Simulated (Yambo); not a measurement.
Yambo run on CaO (rock salt, space group Fm-3m, No. 225). The wavefunctions come from this Quantum ESPRESSO step (PBEsol, PseudoDojo standard norm-conserving files, scalar-relativistic):

```
&CONTROL
  calculation = 'nscf'
  pseudo_dir = './pseudo'
  outdir = './out'
/
&SYSTEM
  ibrav = 0
  nat = 2
  ntyp = 2
  ecutwfc = 84.0
  ecutrho = 336.0
  occupations = 'fixed'
  force_symmorphic = .true.
  nbnd = 66
/
&ELECTRONS
  conv_thr = 2e-09
  diago_full_acc = .true.
  diago_thr_init = 1e-08
/
ATOMIC_SPECIES
O 15.9990 O.upf
Ca 40.0780 Ca.upf
CELL_PARAMETERS angstrom
  0.000000000000   2.381446722000   2.381446722000
  2.381446722000   0.000000000000   2.381446722000
  2.381446722000   2.381446722000   0.000000000000
ATOMIC_POSITIONS crystal
O   0.500000000000   0.500000000000   0.500000000000
Ca   0.000000000000   0.000000000000   0.000000000000
K_POINTS automatic
6 6 6 0 0 0
```

Yambo input:

```
rim_cut
gw0
dyson
el_el_corr
HF_and_locXC
ppa
em1d
RandQpts= 1000000
RandGvec= 1 Ry
EXXRLvcs= 84 Ry
VXCRLvcs= 336 Ry
Chimod= "HARTREE"
% BndsRnXp
 1 | 64 |
%
NGsBlkXp= 10 Ry
% LongDrXp
 1.0 | 1.0 | 1.0 |
%
PPAPntXp= 27.2114 eV
% GbndRnge
 1 | 64 |
%
GTermKind= "BG"
DysSolver= "n"
ExtendOut
% QPkrange
 1 | 1 | 8 | 9 |
 13 | 13 | 8 | 9 |
%
```

k points by index: 1 = Γ, 13 = X.

Resulting energies as the program prints them:

```
#    K-point    Band    Eo [eV]    E [eV]    E-Eo [eV]    Vxc [eV]    Vnlxc [eV]    Sc|Eo [eV]    Sc|E [eV]    dSc/dw|Eo [eV]    Re(Z)    Im(Z)
#
    1    8    0.000000    -1.115807    -1.115807    -19.25667    -24.58239    3.907262    4.209910    -7.379882    0.786653    -0.001311
    1    9    4.819685    5.548439    0.728754    -11.38060    -6.653123    -3.864936    -3.998727    -4.995162    0.844901    -0.880128E-3
    13    8    -0.370442    -1.572133    -1.201692    -18.83502    -24.29281    3.930366    4.256091    -7.374969    0.786764    -0.001356
    13    9    3.549262    4.838179    1.288918    -11.60160    -5.966454    -4.121665    -4.346226    -4.740571    0.851634    -0.848303E-3
```
(The two width columns are left out.) Convergence of these settings isn't established.

Geometry relaxed with PBEsol.
